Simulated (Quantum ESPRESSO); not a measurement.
LuCuS2 (space group P3m1, No. 156) has an indirect gap of 1.17 eV with PBEsol (pw.x of Quantum ESPRESSO, ONCV potentials, without SOC). After a biaxial strain (along x and y, z relaxed, atoms relaxed) the gap is indirect, 1.07 eV.

Which strain was applied?
(A) -2 %
(B) +2 %
(C) -1 %
(D) +1 %

C, -1 %. Gaps found: -2 %: 0.96 eV (indirect); -1 %: 1.07 eV (indirect); 0 %: 1.17 eV (indirect); 1 %: 1.27 eV (indirect); 2 %: 1.36 eV (indirect).

The structure is a Materials Project entry; no match was found in the copy of COD used, and its stability was not checked.
